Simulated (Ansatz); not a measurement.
Relaxed-ion elastic tensor of ScAs (rock salt, Fm-3m) in GPa (Voigt order), plane-wave PAW PBEsol (Ansatz code); density 5.03 g/cm³, 19.80 Å³ per atom.

```
 213  32.2  32.2   0.0   0.0   0.0
32.2   213  32.2   0.0   0.0   0.0
32.2  32.2   213   0.0   0.0   0.0
 0.0   0.0   0.0  41.3   0.0   0.0
 0.0   0.0   0.0   0.0  41.3   0.0
 0.0   0.0   0.0   0.0   0.0  41.3
```

Is the crystal mechanically stable?

Yes: the smallest eigenvalue of C is 41.3 GPa.

Work out the Voigt, Reuss and Hill averages.

K_V = 92.5, K_R = 92.5, K_H = 92.5; G_V = 61.0, G_R = 52.8, G_H = 56.9 GPa.

Give Young's modulus, Poisson's ratio, Pugh's ratio and the universal anisotropy index.

E = 9KG/(3K + G) = 142 GPa; ν = 0.24; K/G = 1.63 (brittle by the Pugh limit of 1.75); A_U = 5G_V/G_R + K_V/K_R − 6 = 0.78.

Estimate the sound speeds and the Debye temperature.

v_l = √((K + 4G/3)/ρ) = 5790 m/s, v_t = √(G/ρ) = 3360 m/s, mean 3730 m/s; Θ = (h/k)(3n/4πV)^(1/3) v_m = 411 K.

Give the Zener ratio and Young's modulus along [100], [110] and [111].

A = 2C44/(C11 − C12) = 0.46; 1/E = S11 − 2(S11 − S12 − S44/2)Γ with Γ = 0, 1/4, 1/3 gives 205, 122, 108 GPa.

The workflow started from an entry of the Crystallography Open Database (COD). Whether it is the stable phase at ambient conditions was not checked. The PBEsol relaxation kept the symmetry of its start; whether a distortion lowers the energy is not shown. No spin polarisation was allowed. As this level gives no gap, shear constants depend on the k-mesh and smearing (Fermi–Dirac, 0.1 eV here).

Potentials: the later of the program's two PAW sets.
